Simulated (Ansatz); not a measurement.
# Data sheet: YTe (DFT)

YTe:
Space group Fm-3m (No. 225); a = 6.0794 Å, b = 6.0794 Å, c = 6.0794 Å, α = 90.00°, β = 90.00°, γ = 90.00°

```tsv
atom	site	symmetry	x	y	z
Y	4b	m-3m	0.5000	0.5000	0.5000
Te	4a	m-3m	0.0000	0.0000	0.0000
```
(The calculation used a cell of 2 atoms; values per cell refer to that cell.)

Space group Fm-3m (No. 225), rock salt; conventional cell a = b = c = 6.079 Å, α = β = γ = 90.00°.

Method: the program Ansatz at the PBEsol level (PAW). Structure relaxed to zero pressure with the same functional. Other levels are named where they apply.

### Cell and energy

* **Volume per atom**: 28.09 Å³
* **Density**: 6.40 g/cm³
* **Formation energy from the elements (no fitted shifts)**: -1.38 eV/atom

### Electronic structure

- Electronic character = metallic (no gap)
- Density of states at the Fermi level = 0.58 states/eV per atom (mean over ±0.08 eV)
- Gap with spin–orbit coupling = none (metallic)

### Mechanics

* **Bulk modulus (Birch–Murnaghan fit)**: 68.9 GPa
* **Pressure derivative B′**: 4.3
* **Elastic constants (relaxed ions, GPa)**: C11 = 178, C12 = 14.4, C44 = 8.4
* **Mechanical stability**: stable (all eigenvalues of C positive)
* **Hill bulk and shear moduli**: 68.8 and 25.4 GPa
* **Young's modulus**: 67.8 GPa
* **Poisson's ratio**: 0.34
* **Debye temperature from the elastic constants**: 219 K

### Phonons

- Highest zone-centre frequency = 5.29 THz
- Zone-centre stability = no imaginary mode at Γ

The workflow started from an entry of the Crystallography Open Database (COD). Its standing as an ambient phase is unchecked. Symmetry was held in the PBEsol relaxation. The run is not spin-polarised. With an odd number of electrons in the cell and no spin polarisation, the count alone makes it a metal. As this level gives no gap, shear constants depend on the k-mesh and smearing (Fermi–Dirac, 0.1 eV here). As this level gives no gap, phonon frequencies hold no LO–TO term and depend on the k-mesh and smearing (Fermi–Dirac, 0.1 eV here). The references are the lowest solids computed at this level, not always the standard phases. Spin–orbit coupling is left out wherever it is not named.

Potentials: the later of the program's two PAW sets.
